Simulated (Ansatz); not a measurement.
Trial structure of GaP4, not yet relaxed:

```
Ga P
1.0
     4.83206    0.00000    0.00000
     0.00000    4.83206    0.00000
     0.00000    0.00000    4.31126
Ga P
1 4
Direct
  0.00000 0.00000 0.00000
  0.79355 0.50000 0.00000
  0.20645 0.50000 0.00000
  0.50000 0.79355 0.00000
  0.50000 0.20645 0.00000
```

Theory: DFT PBE, scalar-relativistic, plane waves, PAW (Ansatz 0.2.0). Settings: cutoff 420 eV, Γ-centred mesh 4×4×4 on the computed 5-atom cell, Gaussian smearing of 0.10 eV; no spin polarisation.

The zero of energy is the elements' standard structures at the same level; no fitted shifts are applied. The references include black phosphorus.

Task: What does a single point on this coarse mesh give?

Result: The pressure is 27.0 GPa (the mean over three directions, positive in compression), the largest force is 1.21 eV/Å, and the energy is +1.23 eV/atom against the elements. The shortest distance is 2.00 Å.

Task: How much does it gain on relaxing, and where does it end?

Result: Relaxing gains about 0.99 eV/atom (the start's value is from the coarse mesh, so the gain is rough) in 35 ionic steps and ends at +0.24 eV/atom on the finer mesh. The symmetry stays P4/mmm (No. 123). The volume per atom shrinks by 17.8 %, from 20.1 to 16.5 Å³. The shortest distance goes from 2.00 Å (P–P) to 2.37 Å (P–P). The ratio c/a of the conventional cell changes by a factor of 0.48. Conventional cell: a = 5.781 Å, c = 2.475 Å. Ga is surrounded by 2 Ga at 2.48 Å and 8 P at 3.12 Å; around P lie 5 P at 2.37–2.48 Å and 2 Ga at 3.12 Å.

The last run used an 8×8×16 mesh (in the run's order of axes) for its 5-atom cell and Gaussian smearing of 0.10 eV. An odd number of electrons in the primitive cell allows no gap without spin; a larger cell or a magnetic state could open one. The cell is a metal run without spin; a magnetic state may lie lower. The reference form of P is held partly by dispersion forces, which this level lacks. The relaxation can't lower the symmetry of the start. Symmetry constrained the relaxation, so the result can be a saddle point. Another cell of GaP4 relaxed alike, in Cmmm, lies 40 meV/atom lower, so this cell isn't the stable form at this level.
